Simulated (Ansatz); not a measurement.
Relaxation of a generated trial cell of GeRh in the TiAs structure type; 8 atoms in the cell, which starts as P6₃/mmc (No. 194), hP8; a = 3.519 Å, b = 3.519 Å, c = 11.871 Å, α = 90.00°, β = 90.00°, γ = 120.00°. Computed with r2SCAN (plane waves to 500 eV, PAW, scalar-relativistic; Ansatz, a first-principles code). Γ-centred k-mesh 8×8×2 on the run's cell (coarser than for final values), Fermi–Dirac smearing 0.05 eV. This is the first round of the run. 

The optimiser's lines from the output (shortened; P is positive under compression):

```
relax step   1: F+E_penalty+E_count = -42874.74030865 eV  Δ(F+E_penalty+E_count) = +0.000e0 eV  max|allowed force component| = 1.126e-1 eV/Å  Δτ_max = 0.0000 Å  P = -1.484 GPa  Ω = 127.287 Å³  (9 SCF iters, dr2 threshold 1.00e-7 eV, accepted)
relax step   2: F+E_penalty+E_count = -42875.02775112 eV  Δ(F+E_penalty+E_count) = -2.874e-1 eV  max|allowed force component| = 2.624e-1 eV/Å  Δτ_max = 0.0125 Å  P = +0.137 GPa  Ω = 126.093 Å³  (7 SCF iters, dr2 threshold 8.00e-7 eV, accepted)
relax step   3: F+E_penalty+E_count = -42875.28671182 eV  Δ(F+E_penalty+E_count) = -2.590e-1 eV  max|allowed force component| = 7.368e-1 eV/Å  Δτ_max = 0.0249 Å  P = +1.805 GPa  Ω = 124.696 Å³  (8 SCF iters, dr2 threshold 8.00e-7 eV, accepted)
relax step   4: F+E_penalty+E_count = -42875.69961391 eV  Δ(F+E_penalty+E_count) = -4.129e-1 eV  max|allowed force component| = 5.481e-2 eV/Å  Δτ_max = 0.1359 Å  P = -2.392 GPa  Ω = 126.306 Å³  (8 SCF iters, dr2 threshold 8.00e-7 eV, accepted)
relax step   5: F+E_penalty+E_count = -42875.76564780 eV  Δ(F+E_penalty+E_count) = -6.603e-2 eV  max|allowed force component| = 3.475e-2 eV/Å  Δτ_max = 0.0583 Å  P = +1.964 GPa  Ω = 122.315 Å³  (8 SCF iters, dr2 threshold 8.00e-7 eV, accepted)
relax step   6: F+E_penalty+E_count = -42875.77876069 eV  Δ(F+E_penalty+E_count) = -1.311e-2 eV  max|allowed force component| = 1.303e-3 eV/Å  Δτ_max = 0.0118 Å  P = -0.238 GPa  Ω = 123.972 Å³  (7 SCF iters, dr2 threshold 8.00e-7 eV, accepted)
relax step   7: F+E_penalty+E_count = -42875.77932374 eV  Δ(F+E_penalty+E_count) = -5.631e-4 eV  max|allowed force component| = 6.832e-3 eV/Å  Δτ_max = 0.0034 Å  P = +0.045 GPa  Ω = 123.842 Å³  (6 SCF iters, dr2 threshold 3.50e-7 eV, accepted)
relax step   8: F+E_penalty+E_count = -42875.77934007 eV  Δ(F+E_penalty+E_count) = -1.633e-5 eV  max|allowed force component| = 2.134e-4 eV/Å  Δτ_max = 0.0001 Å  P = +0.000 GPa  Ω = 123.863 Å³  (5 SCF iters, dr2 threshold 1.61e-8 eV, accepted)
relax step   9: F+E_penalty+E_count = -42875.78397949 eV  Δ(F+E_penalty+E_count) = -4.639e-3 eV  max|allowed force component| = 4.756e-4 eV/Å  Δτ_max = 0.0000 Å  P = -0.001 GPa  Ω = 123.863 Å³  stress off target by 4.14e-2 GPa  SCF on the basis re-selected at this cell (its energy is not comparable with the rows above)  (9 SCF iters)
relax step  10: F+E_penalty+E_count = -42875.78399394 eV  Δ(F+E_penalty+E_count) = -1.446e-5 eV  max|allowed force component| = 1.613e-4 eV/Å  Δτ_max = 0.0006 Å  P = -0.001 GPa  Ω = 123.853 Å³  (6 SCF iters, dr2 threshold 4.28e-9 eV, accepted)
relax step  11: F+E_penalty+E_count = -42875.78399670 eV  Δ(F+E_penalty+E_count) = -2.757e-6 eV  max|allowed force component| = 1.546e-4 eV/Å  Δτ_max = 0.0000 Å  P = -0.001 GPa  Ω = 123.853 Å³  stress off target by 2.37e-3 GPa  SCF on the basis re-selected at this cell (its energy is not comparable with the rows above)  (7 SCF iters)
```

From the first to the last row the energy changes by -0.13 eV/atom and the volume by -2.7 %. The last row is marked as not comparable with the walk above it, whose basis was carried along; it does compare with step 1, since both stand on a basis selected at the nominal cutoff for their own cell.

Later rounds, restarted from the end of this one on a renewed k-mesh, logged 5 more steps and released under 0.01 eV/atom more. The final structure after all rounds: P6₃/mmc (No. 194), hP8; a = b = 3.842 Å, c = 9.679 Å, α = β = 90.00°, γ = 120.00°. Between re-selections the logged energies stand on a plane-wave basis carried along with the cell. No spin polarisation in the result.

The run could not lose the symmetry of its start: the end is stationary, and may be a saddle point rather than a minimum.

The relaxed structure here is a generated cell of GeRh: the first start was made by placing the elements on the sites of a structure type, and the end was not matched to a known phase here, so it may be hypothetical.
